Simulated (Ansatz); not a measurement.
Here is the system:

Rb2CuSbCl6:
```cif
data_Cl6CuRb2Sb
_chemical_formula_sum 'Rb2 Cu1 Sb1 Cl6'
_space_group_name_H-M_alt 'P 1'
_space_group_IT_number 1
_cell_length_a 7.08237
_cell_length_b 7.08237
_cell_length_c 7.08237
_cell_angle_alpha 60.000
_cell_angle_beta 60.000
_cell_angle_gamma 60.000
loop_
_space_group_symop_operation_xyz
  'x, y, z'
loop_
_atom_site_label
_atom_site_type_symbol
_atom_site_fract_x
_atom_site_fract_y
_atom_site_fract_z
_atom_site_occupancy
Rb1 Rb 0.75000 0.75000 0.75000 1
Rb2 Rb 0.25000 0.25000 0.25000 1
Cu1 Cu 0.50000 0.50000 0.50000 1
Sb1 Sb 0.00000 0.00000 0.00000 1
Cl1 Cl 0.73848 0.26152 0.26152 1
Cl2 Cl 0.26152 0.73848 0.73848 1
Cl3 Cl 0.26152 0.73848 0.26152 1
Cl4 Cl 0.73848 0.26152 0.73848 1
Cl5 Cl 0.26152 0.26152 0.73848 1
Cl6 Cl 0.73848 0.73848 0.26152 1
```

This is the LDA-relaxed structure.

All from plane-wave PAW LDA (Ansatz code), unless another level is named. Estimate the bulk modulus (Birch–Murnaghan fit).

43.1 GPa.

Next, the elastic constants (relaxed ions, GPa)?

C11 = 65.9, C12 = 31.9, C44 = 12.3.

Space group Fm-3m. The first step of the workflow began from a Materials Project structure, measured or hypothetical; the Crystallography Open Database copy checked does not list it. Whether it is the stable phase at ambient conditions was not checked. Symmetry was held in the LDA relaxation; phonons on a q-mesh show weakly imaginary modes. The run is not spin-polarised. Spin–orbit coupling is left out wherever it is not named.

Potentials: the later of the program's two PAW sets.
